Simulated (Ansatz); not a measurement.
HfIr3:
Space group Pm-3m (No. 221); a = b = c = 3.899 Å, α = β = γ = 90.00°

| atom | site | symmetry | x | y | z |
|---|---|---|---|---|---|
| Hf | 1a | m-3m | 0.0000 | 0.0000 | 0.0000 |
| Ir | 3c | 4/mm.m | 0.0000 | 0.5000 | 0.5000 |

This is the LDA-relaxed structure.

Task: All from plane-wave PAW LDA (Ansatz code), unless another level is named. Give the density of states at the Fermi level.

Result: 0.70 states/eV per atom (mean over ±0.08 eV).

Task: Next, the formation energy from the elements (no fitted shifts)?

Result: -0.79 eV/atom.

The workflow started from a Materials Project entry (that database holds measured and hypothetical structures alike); the Crystallography Open Database files this formula in space group No. 221, but the cells were not matched. Its standing as an ambient phase is unchecked. The LDA relaxation kept the symmetry of its start; of distortions, only those at the zone centre were tested. The run is not spin-polarised. The references are the lowest solids computed at this level, not always the standard phases. Scalar-relativistic: spin–orbit coupling is off unless named, which matters more the heavier the elements.

Potentials: the later of the program's two PAW sets.
